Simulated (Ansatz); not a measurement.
## What DFT gives for KSO$_{2}$F

```yaml
crystal:
  lattice:
    - [6.94401, 0.00000, 0.00000]
    - [0.00000, 5.64836, 0.00000]
    - [-1.41484, 0.00000, 4.42529]
  atoms:
    - { symbol: O, position: [0.68910, 0.03630, 0.33230] }
    - { symbol: O, position: [0.31090, 0.53630, 0.66770] }
    - { symbol: O, position: [0.31090, 0.96370, 0.66770] }
    - { symbol: O, position: [0.68910, 0.46370, 0.33230] }
    - { symbol: K, position: [0.28940, 0.25000, 0.15170] }
    - { symbol: K, position: [0.71060, 0.75000, 0.84830] }
    - { symbol: F, position: [0.88140, 0.25000, 0.78180] }
    - { symbol: F, position: [0.11860, 0.75000, 0.21820] }
    - { symbol: S, position: [0.82780, 0.25000, 0.42450] }
    - { symbol: S, position: [0.17220, 0.75000, 0.57550] }
```

Single point in Ansatz 0.2.0 with r2SCAN, no spin polarisation. Cutoff 500 eV, PAW datasets, 4×5×6 Γ-centred k mesh, fermi-dirac filling (width 0.1 eV).

(1) Is it stable against the elements?

(2) Where is the largest force?

(3) Is the cell too large or too small?

(4) Is there a gap, and of what kind?

(5) What is the character of the valence top and the conduction bottom?

(6) Give the Bader charges.

Origin: a database entry at a rescaled volume. Caveats: forces this large suggest misplaced atoms in the database entry; atoms or cell far from equilibrium.

## Answers

(1) -1.84 eV an atom against the elements' usual phases (free molecules for gases, crystals otherwise, with no correction for O₂ or N₂), so it is bound against them; other compounds may still compete. Relaxing would lower it.

(2) The largest is on S9 (and as large on other atoms): 4.94 eV/Å, components (-2.15, 0.00, -4.45). It makes 61° with the line to a nearest neighbour, O1 at 1.52 Å.

(3) The pressure is -1.0 GPa (compression positive), so with the atoms held at these fractions the cell would first shrink; the forces are large, so a full relaxation may end otherwise. The principal stresses -4.9, -3.9, 6.0 GPa differ, so its shape would change too.

(4) The gap is 5.17 eV, direct at the points sampled.

(5) Within 0.7 eV of the edges, the states project mainly on O p (67 %) and S p (13 %) below the gap and on S p (52 %) and O p (20 %) above it.

(6) Bader charges in e: K +0.90, S +2.55, O -1.35, F -0.76. In the mean S gives up most and O takes most.
